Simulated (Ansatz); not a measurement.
One atom moved along a line in RbTl$_{3}$

Level of theory: DFT r2SCAN, scalar-relativistic, plane waves, PAW in Ansatz. Settings: plane waves to 500 eV, k-mesh 10×10×10 (Γ-centred), Gaussian smearing 0.15 eV. Spin–orbit coupling is left out, which can shift energies with elements as heavy as these. No spin polarisation. Energies are free energies at this smearing, counted from the undisturbed cell; pressure is positive in compression.

The undisturbed cell (relaxed at this level; it needn't be the usual structure):

```xyz
4
Lattice="0.0000 4.0388 4.0388 4.0388 0.0000 4.0388 4.0388 4.0388 0.0000" Properties=species:S:1:pos:R:3 pbc="T T T"
Rb    0.0000    0.0000    0.0000
Tl    2.0194    2.0194    2.0194
Tl    6.0583    6.0583    6.0583
Tl    4.0388    4.0388    4.0388
```

Atom 4 (Tl) is moved by x along the Cartesian unit vector (0.000, 0.000, -1.000); the cell and all other atoms stay fixed. The cell is metallic on the mesh throughout.

| x (Å) | ΔE (meV/cell) |
| --- | --- |
| -0.2000 | 19.6 |
| -0.0667 | 2.1 |
| 0.0000 | 0.0 |
| 0.1333 | 8.6 |

Question: Predict the force along x on the moved atoms (eV/Å) at each point.

Answer:
```
  x (Å) force along x on the moved atoms (eV/Å)
-0.2000                                     0.20
-0.0667                                     0.06
 0.0000                                     0.00
 0.1333                                    -0.13
```

Cost: 4 runs of about 3.4 core-minutes in all, on Arm Neoverse V2 (shared hosts).